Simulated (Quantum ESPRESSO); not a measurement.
# Band energies of TlAlSe$_{2}$

```
TlAlSe2
1.0
   -4.01031     4.01031     3.17474
    4.01031    -4.01031     3.17474
    4.01031     4.01031    -3.17474
Al Se Tl
2 4 2
Direct
  0.75000   0.25000   0.50000
  0.25000   0.75000   0.50000
  0.33851   0.83851   0.17703
  0.66149   0.16149   0.82297
  0.83851   0.66149   0.50000
  0.16149   0.33851   0.50000
  0.75000   0.75000   0.00000
  0.25000   0.25000   0.00000
```

PBEsol (pw.x of Quantum ESPRESSO, ONCV potentials, without SOC); path ΓXMΓZPNZ1M,XP; energies in eV from the valence-band maximum.

```csv
k (1/Å),point,band 44,band 45,band 46,band 47,band 48,band 49,band 50,band 51
0.00,Γ,-2.61,-1.17,-1.05,-1.05,-1.00,2.83,3.21,3.21
0.28,,-2.31,-1.61,-1.17,-0.93,-0.72,2.05,2.23,3.54
0.55,X,-1.69,-1.60,-0.99,-0.84,-0.83,1.12,1.99,2.89
0.83,,-1.59,-1.51,-1.49,-0.89,-0.47,0.75,2.66,2.93
1.11,M,-2.09,-1.55,-1.55,-0.56,-0.01,0.38,3.31,3.31
1.30,,-1.83,-1.69,-1.69,-0.79,-0.36,0.77,2.90,3.25
1.50,,-1.71,-1.64,-1.34,-1.32,-0.72,1.55,2.81,2.88
1.70,,-2.27,-1.48,-1.14,-1.08,-0.73,2.41,2.55,3.26
1.89,Γ,-2.61,-1.17,-1.05,-1.05,-1.00,2.83,3.21,3.21
2.21,,-1.82,-1.16,-1.16,-1.03,-0.69,3.23,3.23,3.32
2.37,,-1.46,-1.29,-1.29,-0.89,-0.15,2.53,2.53,2.75
2.54,,-1.46,-1.18,-1.18,-0.74,-0.01,2.16,2.16,2.32
2.70,Z,-1.69,-1.42,-1.42,-0.61,0.00,1.02,2.53,2.53
2.85,,-1.51,-1.32,-1.30,-0.81,-0.17,1.77,2.41,2.54
3.01,,-1.54,-1.36,-1.25,-1.25,-0.47,2.54,2.72,3.03
3.17,,-1.68,-1.51,-1.38,-1.09,-0.72,2.60,2.83,3.71
3.33,P,-2.03,-1.38,-1.38,-0.91,-0.91,2.75,2.75,4.04
3.72,N,-1.63,-1.17,-1.17,-0.89,-0.89,2.64,2.64,3.71
3.89,,-1.51,-1.25,-1.18,-0.98,-0.56,2.51,2.64,3.28
4.06,,-1.48,-1.32,-1.22,-0.80,-0.17,1.94,2.38,2.46
4.22,Z1,-1.69,-1.42,-1.42,-0.61,0.00,1.02,2.53,2.53
4.22,M,-2.09,-1.55,-1.55,-0.56,-0.01,0.38,3.31,3.31
4.78,X,-1.69,-1.60,-0.99,-0.84,-0.83,1.12,1.99,2.89
4.90,,-1.65,-1.61,-0.96,-0.87,-0.81,1.46,1.92,2.84
5.02,,-1.77,-1.56,-1.27,-0.85,-0.69,1.92,2.34,2.93
5.27,P,-2.03,-1.38,-1.38,-0.91,-0.91,2.75,2.75,4.04
```

The PBEsol gap is 0.38 eV and nearly direct: the edges lie at Z and M, the smallest direct gap within 0.02 eV of it. Another valence extremum on the path lies within 0.02 eV, too close to call.

Spin-orbit coupling is left out; with 6p states at a band edge it can lower the gap by many tenths of an eV, most of a small gap.

Geometry relaxed with PBE+D3(BJ).

The structure is a Materials Project entry; no match was found in the copy of COD used, and its stability was not checked.
